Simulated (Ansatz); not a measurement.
Trial structures of Y5N: starts and ends

These are results of Ansatz 0.2.0, DFT PBE, scalar-relativistic, plane waves, PAW, not measurements. All cells share a 420 eV cutoff and Γ-centred k meshes spaced at most about 0.3 Å⁻¹ (about 0.25 or finer for metals, 2π included). Collinear spin in cells that started with moments and kept them past the coarse steps, no spin elsewhere.

Each guess was relaxed in cell and atoms at zero pressure, within the symmetry of its start. All energies are static (0 K, no zero-point motion). Coordination counts Y atoms around N (those within 1.25 times the shortest such distance or 1.15 times the sum of covalent radii, 1.27 where that leaves under three; a plus sign parts nearer from farther groups; the shortest distance is added where it exceeds 1.18 times the sum of covalent radii).

| guess | made from | start group | V start (Å³/atom) | end group | V end (Å³/atom) | coordination at the end | gap on mesh (eV) | largest moment (μB) | E over the lowest end (meV/atom) |
| --- | --- | --- | --- | --- | --- | --- | --- | --- | --- |
| 1 | DyCu5 type | F-43m | 20.8 | F-43m | 30.8 | N 16 from 3.8 Å | 0 | 0.3 | 552 |
| 2 | KAu5 type | P6/mmm | 20.2 | P6/mmm | 33.3 | N 6+12 from 3.6 Å | 0 | - | 824 |
| 3 | BaSn5 type | P6/mmm | 22.3 | ? | ? | ? | ? | ? | ? |
| 4 | random cell | P6/mmm | 21.3 | P6/mmm | 46.8 | N 2+6 | 0 | - | 0 |

Guess 3 as it starts:

```
Y N
1.0
     4.84507    0.00000    0.00000
    -2.42253    4.19595    0.00000
     0.00000    0.00000    6.57694
Y N
5 1
Cartesian
  2.4225 1.3987 5.2352
  0.0000 0.0000 0.0000
  2.4225 1.3987 1.3417
  0.0000 2.7973 1.3417
  0.0000 2.7973 5.2352
  0.0000 0.0000 3.2885
```

**Question.** Predict the end of this guess and its energy over the lowest end.

**Answer.** It ends in space group P6/mmm (No. 191), with a = 5.658 Å, c = 5.923 Å, 27.4 Å³/atom and no gap, without spin. It lies 212 meV/atom over the lowest end, above guess 4 and below guess 1. Counting Y atoms around N, this end has N 2+12 and the lowest (guess 4) has N 2+6.

```cif
data_structure
_symmetry_space_group_name_H-M 'P6/mmm'
_symmetry_Int_Tables_number 191
_cell_length_a 5.6576
_cell_length_b 5.6576
_cell_length_c 5.9232
_cell_angle_alpha 90.000
_cell_angle_beta 90.000
_cell_angle_gamma 120.000
_cell_volume 164.19
loop_
_atom_site_label
_atom_site_type_symbol
_atom_site_symmetry_multiplicity
_atom_site_Wyckoff_symbol
_atom_site_fract_x
_atom_site_fract_y
_atom_site_fract_z
_atom_site_occupancy
Y1 Y 4 h 0.66667 0.33333 0.75132 1
Y2 Y 1 a 0.00000 0.00000 0.00000 1
N1 N 1 b 0.00000 0.00000 0.50000 1
```

Formation energies are uncorrected and refer to the elements' standard structures at the same level (N₂ as a molecule).

**Question.** Is the lowest end bound against the elements?

**Answer.** No: its formation energy is +0.63 eV/atom. It can't be a ground state, since the elements alone are lower.

The magnetic state reached may not be the lowest. Cells relaxed within their symmetry can be saddle points. A lower structure may well exist outside this small set. Some types were kept out of the candidates beforehand, so the set may lack a known form.
